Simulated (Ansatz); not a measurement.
A distorted cell of ZrPbO$_{3}$ (space group Amm2):

```
ZrPbO3
1.0
    4.13398     0.00000     0.00000
    0.00000     2.94711     3.01185
    0.00000    -2.94711     3.01185
Zr Pb O
1 1 3
Cartesian
  2.06699   0.00000   3.05539
  0.00000   0.00000   5.71065
  2.06699  -1.56643   1.78499
  2.06699   1.56643   1.29699
  0.00000   0.00000   3.36773
```

Calculation: r2SCAN (plane waves to 500 eV, PAW, scalar-relativistic; Ansatz, a quantum-chemistry and plane-wave program). k mesh 7×6×6 (Γ-centred), Fermi-Dirac smearing 0.05 eV. Energies are smeared free energies. Compression counts positive. Spin-orbit coupling is left out, though Pb is heavy. This is one of several known forms of ZrPbO3; the measured ambient cells at hand have space group No. 55. ZrPbO3 is run without spin polarisation. ZrPbO3 was relaxed with its symmetry unable to fall.

Question: What forces act on the atoms (eV/Å, Cartesian)?

Answer: 
```tsv
atom	Fx	Fy	Fz
Zr1	0.000	1.734	-1.710
Pb2	0.000	0.567	-0.248
O3	0.000	-0.306	-1.518
O4	0.000	-2.887	4.097
O5	0.000	0.892	-0.621
```

Question: Give the stress tensor in GPa and the pressure.

Answer: 
```
    2.2      0.0      0.0
    0.0      4.9     -3.1
    0.0     -3.1      5.3
```
The pressure, a third of the trace, is 4.1 GPa.

Question: In it atom 4 sits (0.000, 0.000, -0.488) Å away from its relaxed site. What is its energy relative to the relaxed cell?

Answer: 942 meV/cell.

(A displaced cell: forces are minus the slopes of the energy, force constants its curvatures, and phonons follow from these.)
